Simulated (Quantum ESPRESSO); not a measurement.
## Quadrupole interaction in BaSrYNbO$_{6}$ (changed cell)

```yaml
crystal:
  lattice:
    - [0.00000, 4.16742, 4.29499]
    - [4.29499, 0.00000, 4.29499]
    - [4.29499, 4.16742, 0.00000]
  atoms:
    - { symbol: Ba, position: [0.25000, 0.25000, 0.25000] }
    - { symbol: Sr, position: [0.75000, 0.75000, 0.75000] }
    - { symbol: Y, position: [0.50000, 0.50000, 0.50000] }
    - { symbol: Nb, position: [0.00000, 0.00000, 0.00000] }
    - { symbol: O, position: [0.76431, 0.23569, 0.23569] }
    - { symbol: O, position: [0.76315, 0.23685, 0.76315] }
    - { symbol: O, position: [0.23569, 0.76431, 0.76431] }
    - { symbol: O, position: [0.23685, 0.76315, 0.23685] }
    - { symbol: O, position: [0.76431, 0.76431, 0.23569] }
    - { symbol: O, position: [0.23569, 0.23569, 0.76431] }
```
The cell was made here from a computed Materials Project entry: strained by -2 % along the cube axis and by +1 % across it, atoms relaxed (PBE without dispersion, pw.x of a modified build of Quantum ESPRESSO, symmetry kept). The parent is BaSrYNbO6 in F-43m; whether this form has been observed was not checked. Stability against distortions was not tested. The run has no spin polarisation.

Convention: |Vzz| is the largest principal value, η_Q = (Vxx − Vyy)/Vzz, |C_Q| = |eQVzz/h|. Cores are frozen. Against all-electron runs on small test molecules, this scheme's |Vzz| missed by −2 to +6 % on O. Ba, Y, Nb had no test against all-electron runs. Spin–orbit coupling is left out, a limit on Ba.

Quadrupole moments taken as inputs (sizes, barn, from the tables of PySCF and pymatgen): ¹³⁷Ba 0.245, ⁸⁷Sr 0.305, ⁹³Nb 0.32, ¹⁷O 0.0256.

### Question
What do the calculations give at each independent site (field gradients by a PBE PAW density (pw.x of Quantum ESPRESSO, JTH datasets) with the all-electron reconstruction of Petrilli and co-workers, 22.5 Ha, k-mesh 5×5×5 through Γ)?

### Answer
```csv
site,site symmetry,Vzz (a.u.),η_Q,∣C_Q∣ (MHz)
Ba (atom 1),-4m2,-0.026,0.00,1.50 (¹³⁷Ba)
Sr (atom 2),-4m2,under 0.02,–,under 1.4 (⁸⁷Sr)
Y (atom 3),-4m2,-0.564,0.00,–
Nb (atom 4),-4m2,-0.609,0.00,45.8 (⁹³Nb)
"O1 (atoms 5, 7, 9, 10)",2,0.126,0.71,0.76 (¹⁷O)
"O2 (atoms 6, 8)",2mm,-0.247,0.33,1.49 (¹⁷O)
```
